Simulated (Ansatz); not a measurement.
Crystals of one space group, with the same sites and like axis ratios (Cmcm), relaxed and computed with DFT-PBEsol in the program Ansatz with PAW potentials.

```json
[
 {"crystal": "RuW", "a (Å)": "2.750", "V (Å³/atom)": "14.68", "ΔH_f (eV/atom)": "0.18", "B₀ by P(V) fit (GPa)": "302"},
 {"crystal": "AgW", "a (Å)": "2.686", "V (Å³/atom)": "16.35", "ΔH_f (eV/atom)": "0.71", "B₀ by P(V) fit (GPa)": "195"},
 {"crystal": "IrW", "a (Å)": "2.755", "V (Å³/atom)": "15.01", "ΔH_f (eV/atom)": "-0.13", "B₀ by P(V) fit (GPa)": "342"},
 {"crystal": "PtW", "a (Å)": "2.687", "V (Å³/atom)": "15.22", "ΔH_f (eV/atom)": "-0.20", "B₀ by P(V) fit (GPa)": "322"}
]
```

Typed or built starts, not in the databases checked: RuW, Cmcm (W on 4c, Ru on 4c); AgW, Cmcm (Ag on 4c, W on 4c); IrW, Cmcm (W on 4c, Ir on 4c); PtW, Cmcm (W on 4c, Pt on 4c). All cells were relaxed under the symmetry of their starts (and spin orders); stability against distortions was not tested throughout. Rows with no word on spin ran without spin polarisation. Spin–orbit coupling is left out wherever it is not named.

Potentials: the later of the program's two PAW sets.

Formation energies count from the lowest solids of the elements computed at the same level, not from gases.
